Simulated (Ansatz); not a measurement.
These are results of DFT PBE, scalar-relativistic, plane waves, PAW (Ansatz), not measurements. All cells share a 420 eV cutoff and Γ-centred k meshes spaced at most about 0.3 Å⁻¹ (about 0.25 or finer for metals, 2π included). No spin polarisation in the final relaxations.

These are static total energies at zero pressure.

Two forms of Zn2SbO3 were relaxed alike.

A. Space group P6/mmm (No. 191), hexagonal, a = 5.541 Å, c = 2.813 Å. Zn has 6 O at 2.13 Å, 2 Zn at 2.81 Å, 3 Sb at 3.20 Å and 3 Zn at 3.20 Å; Sb has 2 Sb at 2.81 Å, 12 O at 3.11 Å and 6 Zn at 3.20 Å; around O lie 4 Zn at 2.13 Å, 6 O at 2.77–2.81 Å and 4 Sb at 3.11 Å.

B. Space group P6/mmm (No. 191), hexagonal, a = 6.253 Å, c = 3.231 Å. Around Zn lie 3 O at 1.81 Å, 2 Zn at 3.23 Å, 3 Zn at 3.61 Å and 3 Sb at 3.61 Å; Sb is surrounded by 6 O at 3.13 Å, 2 Sb at 3.23 Å and 6 Zn at 3.61 Å; O is surrounded by 2 Zn at 1.81 Å, 2 Sb at 3.13 Å and 6 O at 3.13–3.23 Å.

Problem. Which would you expect to be lower, and how large is the difference?

Solution. A is lower, by 133 meV/atom. A has space group P6/mmm (No. 191), 12.5 Å³/atom and no gap on its mesh; B has space group P6/mmm (No. 191), 18.2 Å³/atom and no gap. The shortest distance is 2.13 Å (Zn–O) in A and 1.81 Å (Zn–O) in B. A holds Sb–Sb chains (shortest 2.81 Å); in B the shortest Sb–Sb distance is 3.23 Å, near bonding range too. The denser one is the lower, and pressure would at first widen the difference. Both come from invented guesses. A third cell relaxed alike, in P-4m2, lies 187 meV/atom below the lower of the two.

Spin–orbit coupling, which can matter for Sb, is left out. In P6/mmm at 12.5 Å³/atom, P6/mmm at 18.2 Å³/atom an odd number of electrons in the primitive cell allows no gap without spin; a larger cell or a magnetic state could open one. Cells relaxed within their symmetry can be saddle points.
